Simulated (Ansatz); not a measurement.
One crystal and one scan (scan of one atom of the cell) at two levels, PBE (plane waves to 420 eV, PAW, scalar-relativistic; Ansatz, a first-principles code) and r2SCAN (plane waves to 500 eV, PAW, scalar-relativistic; Ansatz), each from its own relaxed cell and on its own mesh. The cell shown is that of PBE.

CuI (zinc blende)

```xyz
2
Lattice="0.0000 3.0397 3.0397 3.0397 0.0000 3.0397 3.0397 3.0397 0.0000" Properties=species:S:1:pos:R:3 pbc="T T T"
I      4.5595     4.5595     4.5595
Cu     0.0000     0.0000     0.0000
```

Scan: atom 1 (I, nearest neighbour Cu at 2.632 Å; its periodic images, 4.3 Å or more away, move with it) is displaced along Cartesian [110], direction (0.707, 0.707, 0.000) in Cartesian axes, by s. The other atoms stay.

The energy includes the smearing's −TS. CuI is run without spin polarisation. CuI was relaxed with its symmetry unable to fall. Spin-orbit coupling is left out, though I is heavy. (r2SCAN) Left out: 2 of 11 points, with atoms too close for the PAW data. Percentages come from the unrounded values.

Results of PBE:

Lattice constant a (Å): 6.079
Band gap of the relaxed cell, no spin-orbit coupling (eV): 1.10
Force constant k = d²E/ds² at s = 0 (finite differences) (eV/Å²): 2.34
Shape of the curve: a single well with its minimum at or next to zero displacement

Question: Estimate the r2SCAN values.

Answer: 
| quantity | r2SCAN | PBE − r2SCAN |
|---|---|---|
| Lattice constant a (Å) | 6.023 | +0.056 (+0.9 %) |
| Band gap of the relaxed cell, no spin-orbit coupling (eV) | 1.67 | -0.57 (-34 %) |
| Force constant k = d²E/ds² at s = 0 (finite differences) (eV/Å²) | 2.63 | -0.29 (-11 %) |

PBE gives the higher value for: lattice constant a. PBE gives the lower value for: band gap of the relaxed cell, no spin-orbit coupling; force constant k = d²E/ds² at s = 0. Both give the same shape of the curve: a single well with its minimum at or next to zero displacement.

(A displaced cell: forces are minus the slopes of the energy, force constants its curvatures, and phonons follow from these.)
